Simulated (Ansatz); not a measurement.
Relaxed-ion elastic tensor of Si2W in space group P6_222 (No. 180; Si on 6j, W on 3d) in GPa (Voigt order), DFT-r²SCAN in the program Ansatz with PAW potentials; density 9.96 g/cm³, 13.34 Å³ per atom.

```tsv
	1	2	3	4	5	6
1	465	81.9	150	0.0	0.0	0.0
2	81.9	465	150	0.0	0.0	0.0
3	150	150	447	0.0	0.0	0.0
4	0.0	0.0	0.0	156	0.0	0.0
5	0.0	0.0	0.0	0.0	156	0.0
6	0.0	0.0	0.0	0.0	0.0	192
```

Question: Is the crystal mechanically stable?

Answer: Yes: the smallest eigenvalue of C is 156 GPa.

Question: Work out the Voigt, Reuss and Hill averages.

Answer: K_V = 238, K_R = 237, K_H = 238; G_V = 167, G_R = 164, G_H = 165 GPa.

Question: Give Young's modulus, Poisson's ratio, Pugh's ratio and the universal anisotropy index.

Answer: E = 9KG/(3K + G) = 403 GPa; ν = 0.22; K/G = 1.44 (brittle by the Pugh limit of 1.75); A_U = 5G_V/G_R + K_V/K_R − 6 = 0.09.

Question: Estimate the sound speeds and the Debye temperature.

Answer: v_l = √((K + 4G/3)/ρ) = 6780 m/s, v_t = √(G/ρ) = 4080 m/s, mean 4510 m/s; Θ = (h/k)(3n/4πV)^(1/3) v_m = 566 K.

Question: How much does each axis shrink under pressure?

Answer: Linear compressibilities β_i = Σ_j S_ij (j = 1 to 3): x 1.5, y 1.5, z 1.2 per TPa.

The first step of the workflow began from a Materials Project structure, measured or hypothetical; the Crystallography Open Database copy checked does not list it. It is not the phase usual at ambient conditions (space group No. 139). The cell was relaxed with r²SCAN under the symmetry of its start; phonons on a q-mesh show no instability. No spin polarisation was allowed. Spin–orbit coupling is left out wherever it is not named.

Potentials: the later of the program's two PAW sets.
